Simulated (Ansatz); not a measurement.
GaGeO$_{3}$:
Space group P4mm (No. 99); a = 3.452 Å, b = 3.452 Å, c = 4.690 Å, α = 90.00°, β = 90.00°, γ = 90.00°

| atom | site | symmetry | x | y | z |
|---|---|---|---|---|---|
| Ga | 1b | 4mm | 0.5000 | 0.5000 | 0.6142 |
| Ge | 1a | 4mm | 0.0000 | 0.0000 | 0.2094 |
| O | 2c | 2mm. | 0.0000 | 0.5000 | 0.4360 |
| O | 1b | 4mm | 0.5000 | 0.5000 | 0.9946 |

Relaxed with LDA.

Q: Decompose the optical modes at the zone centre into irreducible representations, and say which are infrared and Raman allowed.

A: Point group 4mm: Γ_opt = 3A1 + B1 + 4E. Infrared: A1, E. Raman: A1, B1, E.

Q: Assign frequencies (DFPT, the program Ansatz at the LDA level (PAW)).

A: E 136i, E 185, A1 303, B1 344, E 361, A1 459, E 697, A1 701 cm⁻¹.

Subscripts of B labels follow the axes of the standard setting.

The start of the workflow was typed in or built on a structure type; neither database checked (COD, Materials Project) lists it. Its standing as an ambient phase is unchecked. The LDA relaxation kept the symmetry of its start. At this level the phase is dynamically unstable (imaginary phonons). A crystal of weakly bound units computed without a dispersion correction: the cell and the soft elastic constants depend strongly on that. With an odd number of electrons in the cell and no spin polarisation, the count alone makes it a metal. As this level gives no gap, phonon frequencies hold no LO–TO term and depend on the k-mesh and smearing (Fermi–Dirac, 0.1 eV here).

Potentials: the later of the program's two PAW sets.
